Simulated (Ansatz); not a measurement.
Data:

ZnGaNO:
```yaml
crystal:
  lattice:
    - [3.24463, 0.00000, 0.00000]
    - [-1.62232, 2.80993, 0.00000]
    - [0.00000, 0.00000, 5.26324]
  atoms:
    - { symbol: Ga, position: [0.33333, 0.66667, 0.02222] }
    - { symbol: N, position: [0.33333, 0.66667, 0.37120] }
    - { symbol: Zn, position: [0.66667, 0.33333, 0.47147] }
    - { symbol: O, position: [0.66667, 0.33333, 0.88826] }
```

This is the r²SCAN-relaxed structure.

### Question
All from DFT-r²SCAN in the program Ansatz with PAW potentials, unless another level is named. Estimate the electronic character.

### Answer
metallic (no gap).

### Question
Next, the density of states at the Fermi level?

### Answer
0.17 states/eV per atom (mean over ±0.08 eV).

### Question
Next, the formation energy from the elements (no fitted shifts)?

### Answer
-0.84 eV/atom.

Space group P3m1. The start of the workflow was typed in or built on a structure type; the Crystallography Open Database copy checked does not list it. Whether it is the stable phase at ambient conditions was not checked. The cell was relaxed with r²SCAN under the symmetry of its start; its stability against distortions is not shown here. The references are the lowest solids computed at this level, not always the standard phases (solids in place of the gases). Spin–orbit coupling is left out wherever it is not named.

Potentials: the earlier of the program's two PAW sets.
